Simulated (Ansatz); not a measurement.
**Magnetic order of Sr$_{3}$Fe$_{2}$Br$_{2}$O$_{5}$ at several levels**

```yaml
crystal:
  lattice:
    - [-1.97732, 1.97732, 12.70730]
    - [1.97732, -1.97732, 12.70730]
    - [1.97732, 1.97732, -12.70730]
  atoms:
    - { symbol: Sr, position: [0.14647, 0.14647, 0.00000] }
    - { symbol: Sr, position: [0.85353, 0.85353, 0.00000] }
    - { symbol: Sr, position: [0.00000, 0.00000, 0.00000] }
    - { symbol: Fe, position: [0.42647, 0.42647, 0.00000] }
    - { symbol: Fe, position: [0.57353, 0.57353, 0.00000] }
    - { symbol: Br, position: [0.29987, 0.29987, 0.00000] }
    - { symbol: Br, position: [0.70013, 0.70013, 0.00000] }
    - { symbol: O, position: [0.08382, 0.58382, 0.50000] }
    - { symbol: O, position: [0.58382, 0.08382, 0.50000] }
    - { symbol: O, position: [0.91618, 0.41618, 0.50000] }
    - { symbol: O, position: [0.41618, 0.91618, 0.50000] }
    - { symbol: O, position: [0.50000, 0.50000, 0.00000] }
```

The same starts (parallel, antiparallel patterns that fit this cell, and no moments) were run with plane-wave PAW DFT (Ansatz 0.2.0; atoms fixed, collinear spin, no spin-orbit coupling; 8×8×8 Γ-centred mesh, fermi-dirac occupations of width 0.050 eV) at these levels: r2SCAN, 500 eV; r2SCAN with U_eff = 3.1 eV on Fe d (all-electron-ortho-atomic projectors), 500 eV.

Problem. How do order, exchange and moments depend on the level?

Solution. The runs give, at zero smearing:

| level | lowest state | mean moment on Fe (μB) | parallel less best compensated antiparallel (meV per Fe) | gain over no moments (meV per Fe) |
| --- | --- | --- | --- | --- |
| r2SCAN | antiparallel, compensated | 3.61 | +147 | 2078 |
| r2SCAN + U | antiparallel, compensated | 3.84 | +114 | 3029 |

Site moments are taken in small spheres that don't touch (radius about 0.4 of the atom's shortest bond), so those of the magnetic atoms read low. Both levels favour antiparallel moments: the difference runs from +114 to +147 meV per Fe. The moment grows from 3.61 μB under r2SCAN to 3.84 μB under r2SCAN + U.

The cell is that of a Crystallography Open Database entry, unchanged.

Caveats: only orders that fit this cell were tried, so the true order may need a larger cell or canted moments; atoms and cell are held at the entry's values; differences under about 5 meV per magnetic atom weren't tested against a denser mesh or another U, and are taken as unresolved; the U is a value in common use, not computed for this crystal; r2SCAN overestimates the moments and magnetic energies of itinerant metals; the state without moments isn't the paramagnet, so the last column is no ordering energy, and a U inflates it.
